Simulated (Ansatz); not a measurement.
InMo3N:
```yaml
crystal:
  lattice:
    - [4.17972, 0.00000, 0.00000]
    - [0.00000, 4.17972, 0.00000]
    - [0.00000, 0.00000, 4.17972]
  atoms:
    - { symbol: In, position: [0.00000, 0.00000, 0.00000] }
    - { symbol: Mo, position: [0.00000, 0.50000, 0.50000] }
    - { symbol: Mo, position: [0.50000, 0.00000, 0.50000] }
    - { symbol: Mo, position: [0.50000, 0.50000, 0.00000] }
    - { symbol: N, position: [0.50000, 0.50000, 0.50000] }
```

Relaxed with PBE. Special points in fractions of this cell's reciprocal vectors: Γ (0.000, 0.000, 0.000); X (0.000, 0.500, 0.000); M (0.500, 0.500, 0.000); R (0.500, 0.500, 0.500).

### Question
List the band energies nearest the Fermi level at these points for the program Ansatz at the PBE with spin–orbit coupling level (PAW).

### Answer
In eV from the Fermi level; about four levels below and three above (degenerate sets whole), none deeper than 8.9 eV; points with the same levels are listed once.

| k | below | above |
|---|---|---|
| Γ | -3.16 -3.16 -3.16 -3.16 | 0.24 0.24 0.24 0.24 |
| X | -0.89 -0.89 -0.42 -0.42 | 0.05 0.05 0.15 0.15 |
| M | -1.34 -1.34 -0.07 -0.07 | 0.33 0.33 0.71 0.71 |
| R | -1.40 -1.40 -1.40 -1.40 -1.34 -1.34 | 0.94 0.94 0.94 0.94 |

Space group Pm-3m (anti-perovskite). The start of the workflow was typed in or built on a structure type; neither database checked (COD, Materials Project) lists it. Its standing as an ambient phase is unchecked. Symmetry was held in the PBE relaxation; whether a distortion lowers the energy is not shown. The workflow began spin-polarised and lost its moments.

Potentials: the earlier of the program's two PAW sets.
